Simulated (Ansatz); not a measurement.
**fluorite-structured RhC2**

Method: PBEsol, scalar-relativistic; no spin polarisation; PAW, 420 eV, Γ-centred 12×12×12 mesh, 0.05 eV Gaussian smearing; code Ansatz; PAW files: Ansatz's generated set soft_2.

```
Rh C
1.0
     0.00000    2.44125    2.44125
     2.44125    0.00000    2.44125
     2.44125    2.44125    0.00000
Rh C
1 2
Direct
  0.00000 0.00000 0.00000
  0.25000 0.25000 0.25000
  0.75000 0.75000 0.75000
```

This is a trial structure made by placing the elements on a prototype's sites, so it needn't be the stable form.

The cell above was scaled in volume, its shape and atoms being fixed by the lattice's symmetry. Energies are counted from the cell above.

Cell and atoms are those of this level's equilibrium.

```tsv
V (Å³/atom)	ΔE (meV/atom)	P (GPa)
9.31	13.9	12.3
9.51	3.2	5.7
9.70	0.0	-0.1
9.89	?	?
10.09	12.8	-10.0
```

(1) Fill in the withheld row.

(2) What do the points give for the equilibrium volume, the bulk modulus and its pressure derivative (third-order Birch–Murnaghan)?

Answers:

(1) ΔE (meV/atom): 3.4, P (GPa): -5.3.

(2) V0 = 9.69 Å³/atom, B0 = 276 GPa, B0′ = 4.9.

B0·V0 = 275.9 GPa × 9.69 Å³ = 16.69 eV/atom sets the scale: near the minimum ΔE ≈ ½ B0 V0 x², with x = V/V0 − 1, and a pressure of 2.8 GPa squeezes the volume by about 1 %. At the ends of the curve: x = −3.9 % predicts 12.9 meV/atom and the run gives 13.9; x = +4.1 % predicts 13.9 meV/atom and the run gives 12.8. Compression costs more and expansion less than the parabola says, since the crystal stiffens as it shrinks; B0′ measures that.

The cell is a metal with an odd number of electrons, and spin polarisation wasn't tried.
